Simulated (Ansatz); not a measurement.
**C: zone-centre modes under pressure**

C, R-3m, a = 2.445 Å, c = 9.987 Å. Ansatz: LDA, PAW, 420 eV, Γ-centred 14×14×8 mesh on 2 atoms, fixed occupations; no spin polarisation. Cell and atoms are relaxed at each pressure with the symmetry kept; optical modes at Γ by linear response, in cm⁻¹, matched by rank (the highest 3 distinct ones).

```
P (GPa) V (Å³/atom)     ω1      ω2      ω3
      0        8.617  885.5  1607.2  1607.7
      5        7.808  874.0  1627.6  1628.0
     11        7.354  861.0  1640.7  1647.2
     22        6.828      ?       ?       ?
```

Task: Get each mode's Grüneisen parameter γ = −d ln ω/d ln V from the other rows and predict the missing frequencies.

Result: ln(V/V0) = 0.0000, -0.0986, -0.1585, -0.2327; a line through ln(ω/ω0) of the 3 known rows gives ω1: γ = -0.173 (intercept 0.0011), predicted 851.6, computed 834.2; ω2: γ = 0.130, predicted 1656.4, computed 1669.2; ω3: γ = 0.151 (intercept -0.0006), predicted 1664.0, computed 1679.8. The worst miss is 2.1 %: γ isn't constant over this range.

Each cell of C holds layers, and where no dispersion correction was added their binding is poorly described. The mesh isn't the same in all rows (14×14×8, 18×18×12, 18×18×14). The runs at 22 GPa used gaussian smearing in place of the occupations named above.

Cost: 4 runs of about 3.7 core-minutes in all, on AMD EPYC 9R45 (Zen 5) (shared hosts).